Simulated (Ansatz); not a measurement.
Space group Pm-3m (No. 221). a = 3.565 Å, b = 3.565 Å, c = 3.565 Å, α = 90.00°, β = 90.00°, γ = 90.00°
```
atom site symmetry x y z
   Y    1a m-3m  0.0000  0.0000  0.0000
  Zn    1b m-3m  0.5000  0.5000  0.5000
```

Equation of state of this YZn structure (not necessarily the ground state), with shape and atoms relaxed at each volume where symmetry leaves them free. It has no gap at any of these volumes. Level of theory: DFT r2SCAN, scalar-relativistic, plane waves, PAW (Ansatz 0.2.0).

Plane waves to 500 eV, a k mesh through Γ of 12×12×12 on the computed 2-atom cell and Gaussian smearing (0.10 eV); no spin polarisation.

| V (Å³/atom) | E − E(largest V) (meV/atom) | P (GPa) |
| --- | --- | --- |
| 19.929 | 42.93 | 10.76 |
| 20.608 | 4.35 | 7.45 |
| 21.287 | -21.14 | 4.59 |
| 21.967 | -35.32 | 2.13 |
| 22.646 | -39.72 | 0.00 |
| 23.326 | -35.70 | -1.83 |
| 24.005 | -24.45 | -3.40 |
| 24.911 | 0.00 | -5.15 |

Problem. Fit a third-order Birch–Murnaghan equation to E(V).

Solution. V0 = 22.65 Å³/atom, B0 = 66 GPa, B0' = 3.9.

Cost: 8 runs of about 1.7 core-minutes in all, on Arm Neoverse V2 (shared hosts).